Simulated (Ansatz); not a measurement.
Here is the system:

Ge3N4:
```yaml
crystal:
  lattice:
    - [0.00000, 4.11562, 4.11562]
    - [4.11562, 0.00000, 4.11562]
    - [4.11562, 4.11562, 0.00000]
  atoms:
    - { symbol: Ge, position: [0.62500, 0.62500, 0.62500] }
    - { symbol: Ge, position: [0.12500, 0.62500, 0.62500] }
    - { symbol: Ge, position: [0.62500, 0.12500, 0.62500] }
    - { symbol: Ge, position: [0.62500, 0.62500, 0.12500] }
    - { symbol: Ge, position: [0.25000, 0.25000, 0.25000] }
    - { symbol: Ge, position: [0.00000, 0.00000, 0.00000] }
    - { symbol: N, position: [0.86688, 0.86688, 0.86688] }
    - { symbol: N, position: [0.39935, 0.86688, 0.86688] }
    - { symbol: N, position: [0.86688, 0.39935, 0.86688] }
    - { symbol: N, position: [0.86688, 0.86688, 0.39935] }
    - { symbol: N, position: [0.38312, 0.38312, 0.38312] }
    - { symbol: N, position: [0.85065, 0.38312, 0.38312] }
    - { symbol: N, position: [0.38312, 0.85065, 0.38312] }
    - { symbol: N, position: [0.38312, 0.38312, 0.85065] }
```

This is the PBEsol-relaxed structure.

**Question.** All from DFT-PBEsol in the program Ansatz with PAW potentials, unless another level is named. Give the electron effective mass, band 1 of 3 at the edge.

**Answer.** 0.80 along [100], 0.59 along [110], 0.54 along [111] (mₑ).

**Question.** Give the electron effective mass with spin–orbit coupling.

**Answer.** 0.40 mₑ (isotropic).

**Question.** And the conduction-band minimum?

**Answer.** at Γ.

**Question.** And the weight of the conduction-edge state by species (Voronoi cells)?

**Answer.** N 51 %, Ge 49 %.

**Question.** Predict the weight of the valence-edge state by species (Voronoi cells).

**Answer.** N 92 %, Ge 8 %.

Space group Fd-3m. Symmetry was held in the PBEsol relaxation. Spin–orbit coupling is left out wherever it is not named.

Potentials: the later of the program's two PAW sets.

Edges and masses are those of Kohn–Sham bands, whose gap is no quasiparticle gap.
